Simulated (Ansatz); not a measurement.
KI:
```cif
data_I4K4
_chemical_formula_sum 'K4 I4'
_space_group_name_H-M_alt 'Fm-3m'
_space_group_IT_number 225
_space_group_name_Hall '-F 4 2 3'
_cell_length_a 7.00701
_cell_length_b 7.00701
_cell_length_c 7.00701
_cell_angle_alpha 90.000
_cell_angle_beta 90.000
_cell_angle_gamma 90.000
loop_
_atom_site_label
_atom_site_type_symbol
_atom_site_symmetry_multiplicity
_atom_site_Wyckoff_symbol
_atom_site_fract_x
_atom_site_fract_y
_atom_site_fract_z
_atom_site_occupancy
K1 K 4 a 0.00000 0.00000 0.00000 1
I1 I 4 b 0.50000 0.50000 0.50000 1
```
(The calculation used a cell of 2 atoms; values per cell refer to that cell.)

Relaxed with PBEsol.

Give the optical modes at the zone centre with their infrared activity from DFPT, plane-wave PAW PBEsol (Ansatz code).

Transverse frequencies, without the LO–TO term; a row sums one degenerate level.

```tsv
ω (cm⁻¹)	degeneracy	IR ((D/Å)²/amu)	activity	symmetry
99	3	2.98	IR	T1u
```

How high does the top mode go among those that the LO–TO term moves?

135 cm⁻¹ for q along x.

The cell was relaxed with PBEsol under the symmetry of its start; of distortions, only those at the zone centre were tested. Scalar-relativistic: spin–orbit coupling is off unless named, which matters more the heavier the elements.

Potentials: the later of the program's two PAW sets.
